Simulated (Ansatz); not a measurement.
TlSn: zone-centre modes under pressure

TlSn, P4/mmm, a = 3.268 Å, c = 4.987 Å. The structure is a COD entry; whether it is the stable form wasn't checked. Ansatz: LDA, PAW, 420 eV, Γ-centred 12×12×10 mesh on 2 atoms, Fermi-Dirac smearing 0.15 eV; no spin polarisation. Cell and atoms are relaxed at each pressure with the symmetry kept; optical modes at Γ by linear response, in cm⁻¹, matched by rank (the highest 2 distinct ones).

| P (GPa) | V (Å³/atom) | ω1 | ω2 |
| --- | --- | --- | --- |
| 0 | 26.627 | 44.3 | 90.2 |
| 5 | 24.591 | 50.6 | 112.8 |
| 15 | 22.132 | ? | ? |

Task: Get each mode's Grüneisen parameter γ = −d ln ω/d ln V from the other rows and predict the missing frequencies.

Result: ln(V/V0) = 0.0000, -0.0795, -0.1849; a line through ln(ω/ω0) of the 2 known rows gives ω1: γ = 1.673, predicted 60.4, computed 61.6; ω2: γ = 2.812, predicted 151.7, computed 142.3. The worst miss is 6.6 %: γ isn't constant over this range, and modes matched by rank may have crossed. In a metal these frequencies hang on the mesh and smearing.

The mesh isn't the same in all rows (12×12×10, 14×14×10). Spin–orbit coupling is left out, which can shift energies with elements as heavy as these.